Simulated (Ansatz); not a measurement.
Input and command of a plane-wave DFT calculation in Ansatz:

```yaml
crystal:
  lattice:
    - [5.2372409947, 0.0, 0.0]
    - [0.0, 5.2372409947, 0.0]
    - [0.0, 0.0, 5.2372409947]
  atoms:
    - { symbol: Fe, position: [0.0, 0.0, 0.0], spin: 3.95 }
    - { symbol: Te, position: [0.0, 0.5, 0.5] }
    - { symbol: Te, position: [0.5, 0.0, 0.5] }
    - { symbol: Te, position: [0.5, 0.5, 0.0] }
    - { symbol: P, position: [0.5, 0.5, 0.5] }
basis:
  ecutwfc: 420
kpoints:
  mp_grid: { grid: [8, 8, 8] }
hamiltonian:
  xc: pbe
scf:
  occupations: { method: gaussian, width: 0.1 }
output:
  forces: true
  stress: true
  eigenvalues: true
  populations: true
magnetization:
  spin_polarized: true
relax:
  adjacent_minimum: "off"
  f_tol: 0.01
  max_steps: 80
  cell: { stress_tol: 0.05 }
```

```bash
ansatz run input.yaml --threads 1 --pin off --max-ram 2560MiB --backend cpu --events-out ev --progress --plain --runs-dir out
```

Processor: Arm Neoverse V2, 1 thread, on a host shared with other jobs.

Q: Estimate time, memory and problem size.

A: About 110 s on 1 thread of Arm Neoverse V2, on a shared host, peak memory 0.63 GiB. It solves 44 bands at 35 k points (the mesh reduced by symmetry) with about 2801 plane waves (on the last cell), in 34 SCF iterations over 3 ionic steps.
